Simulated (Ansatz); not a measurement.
NiO (rock salt)

```xyz
2
Lattice="0.0000 2.0953 2.0953 2.0953 0.0000 2.0953 2.0953 2.0953 0.0000" Properties=species:S:1:pos:R:3 pbc="T T T"
O      0.0000     0.0000     0.0000
Ni     2.0953     2.0953     2.0953
```

Equation-of-state scan: isotropic scaling of the cell above, V₀ being its volume. Symmetry pins the atoms to their sites.

These are r2SCAN (plane waves to 500 eV, PAW, scalar-relativistic; Ansatz, a first-principles code) values and carry that method's errors. k mesh 13×13×13 (Γ-centred), Fermi-Dirac smearing 0.05 eV. E stands for the smeared free energy. Stress and pressure are positive under compression. NiO is run spin-polarised and with no Hubbard U; the real compound is an antiferromagnetic insulator, a state that this run doesn't describe. NiO was relaxed with its symmetry unable to fall. Relaxed NiO ends ferromagnetic. The PAW data are Ansatz's earlier set. Other magnetic orders were not checked, so this need not be the ground state. The zero of ΔE is the relaxed starting cell.

```json
[
 {"V (Å³/atom)": "7.727", "ΔE (meV/atom)": "216.2"},
 {"V (Å³/atom)": "8.021", "ΔE (meV/atom)": "129.4"},
 {"V (Å³/atom)": "8.316", "ΔE (meV/atom)": "68.2"},
 {"V (Å³/atom)": "8.610", "ΔE (meV/atom)": "28.5"},
 {"V (Å³/atom)": "8.904", "ΔE (meV/atom)": "6.7"},
 {"V (Å³/atom)": "9.199", "ΔE (meV/atom)": "0.0"},
 {"V (Å³/atom)": "9.493", "ΔE (meV/atom)": "6.0"},
 {"V (Å³/atom)": "9.787", "ΔE (meV/atom)": "22.5"},
 {"V (Å³/atom)": "10.082", "ΔE (meV/atom)": "48.0"},
 {"V (Å³/atom)": "10.376", "ΔE (meV/atom)": "withheld"},
 {"V (Å³/atom)": "10.671", "ΔE (meV/atom)": "120.3"}
]
```

Task: Fit a third-order Birch-Murnaghan form (E₀, V₀, B₀, B₀′ free) to the given rows and predict ΔE at V = 10.376.

Result: Least squares on the 10 given rows: ΔE = E₀ + (9V₀B₀/16)·y²·[2 + (B₀′ − 4)y], y = (V₀/V)^(2/3) − 1, with V₀ = 9.199 Å³/atom, B₀ = 214.3 GPa (160.2 GPa = 1 eV/Å³; the term in eV is multiplied by 1000), B₀′ = 4.44, E₀ = 0.03 meV/atom; root-mean-square residual 0.06 meV/atom. At 10.376 the fit gives 81.0 meV/atom; the calculation gives 81.0 meV/atom, the same to the digits shown. For the pressure the fit gives -19.8 GPa against the computed -19.8 GPa.

(A scan under strain: stresses follow from slopes of the energy per volume, elastic moduli from its curvatures.)
